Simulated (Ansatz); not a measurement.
**K3Bi3P2, a known structure type with other elements, at an estimated volume**

```yaml
crystal:
  lattice:
    - [3.15977, 5.47288, 0.00000]
    - [-3.15977, 5.47288, 0.00000]
    - [0.00000, -3.64859, 7.33965]
  atoms:
    - { symbol: P, position: [0.74340, 0.74340, 0.23020] }
    - { symbol: P, position: [0.25660, 0.25660, 0.76980] }
    - { symbol: Bi, position: [0.50000, 0.50000, 0.00000] }
    - { symbol: Bi, position: [0.00000, 0.50000, 0.00000] }
    - { symbol: Bi, position: [0.50000, 0.00000, 0.00000] }
    - { symbol: K, position: [0.50000, 0.50000, 0.50000] }
    - { symbol: K, position: [0.09250, 0.09250, 0.27750] }
    - { symbol: K, position: [0.90750, 0.90750, 0.72250] }
```

Single point in Ansatz 0.2.0 with LDA, no spin polarisation. Cutoff 420 eV, PAW datasets, 7×7×7 Γ-centred k mesh, fermi-dirac filling (width 0.1 eV).

Problem. How is the charge shared?

Solution. Bader charges in e: K +0.70 to +0.73, Bi -0.02, P -1.03. In the mean K gives up most and P takes most.

Problem. Metal or insulator?

Solution. It is a metal on this mesh, though the bands barely overlap, with about 5 states/eV a cell as the mean within 0.25 eV of the Fermi level, mostly P p (60 %) and Bi p (25 %).

Problem. Is the cell too large or too small?

Solution. The pressure is 9.2 GPa (compression positive), so with the atoms held at these fractions the cell would first expand; the forces are large, so a full relaxation may end otherwise. The principal stresses 8.8, 8.8, 10.0 GPa differ, so its shape would change too.

Problem. Is it stable against the elements?

Solution. 0.20 eV an atom against the elements' usual phases (free molecules for gases, crystals otherwise, with no correction for O₂ or N₂), so at this geometry it isn't bound against them. Relaxing would lower it.

Problem. Where is the largest force?

Solution. The largest is on P1 (and as large on other atoms): 6.02 eV/Å, components (0.00, 0.00, 6.02). It makes 133° with the line to a nearest neighbour, Bi3 at 2.49 Å.

Origin: a known structure type with other elements, at an estimated volume, so it need not be a known compound. Caveats: many states at the Fermi level without spin polarisation, so a magnetic state may lie lower; atoms or cell far from equilibrium.
